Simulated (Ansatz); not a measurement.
Rb:
Space group Im-3m (No. 229); a = b = c = 5.7475 Å, α = β = γ = 90.00°

```tsv
atom	site	symmetry	x	y	z
Rb	2a	m-3m	0.0000	0.0000	0.0000
```
(The calculation used a cell of 1 atom; values per cell refer to that cell.)

Relaxed with r²SCAN in the plane-wave PAW code Ansatz. Indices refer to the conventional cell of Im-3m, a = b = c = 5.7475 Å, α = β = γ = 90.00°.

Problem. Simulate the powder diffraction pattern (Cu Kα1, λ = 1.54056 Å; lines above 1 %) up to 2θ = 90°.

Solution. Simulated powder pattern, Cu Kα1, λ = 1.54056 Å (kinematic, ideal powder, no thermal factors, no anomalous dispersion; the 30 strongest lines at most, above 1 %, up to 2θ = 90°):

```json
[
 {"2θ (°)": "21.85", "d (Å)": "4.064", "I/Imax (%)": "100", "hkl": "(110)"},
 {"2θ (°)": "31.10", "d (Å)": "2.874", "I/Imax (%)": "21", "hkl": "(200)"},
 {"2θ (°)": "38.33", "d (Å)": "2.346", "I/Imax (%)": "46", "hkl": "(211)"},
 {"2θ (°)": "44.55", "d (Å)": "2.032", "I/Imax (%)": "15", "hkl": "(220)"},
 {"2θ (°)": "50.15", "d (Å)": "1.818", "I/Imax (%)": "21", "hkl": "(310)"},
 {"2θ (°)": "55.32", "d (Å)": "1.659", "I/Imax (%)": "5.1", "hkl": "(222)"},
 {"2θ (°)": "60.19", "d (Å)": "1.536", "I/Imax (%)": "24", "hkl": "(321)"},
 {"2θ (°)": "64.83", "d (Å)": "1.437", "I/Imax (%)": "2.4", "hkl": "(400)"},
 {"2θ (°)": "69.30", "d (Å)": "1.355", "I/Imax (%)": "12", "hkl": "(411)+(330)"},
 {"2θ (°)": "73.65", "d (Å)": "1.285", "I/Imax (%)": "6.5", "hkl": "(420)"},
 {"2θ (°)": "77.89", "d (Å)": "1.225", "I/Imax (%)": "5.6", "hkl": "(332)"},
 {"2θ (°)": "82.08", "d (Å)": "1.173", "I/Imax (%)": "4.9", "hkl": "(422)"},
 {"2θ (°)": "86.21", "d (Å)": "1.127", "I/Imax (%)": "13", "hkl": "(431)+(510)"}
]
```

The r²SCAN relaxation kept the symmetry of its start.

Potentials: the earlier of the program's two PAW sets.
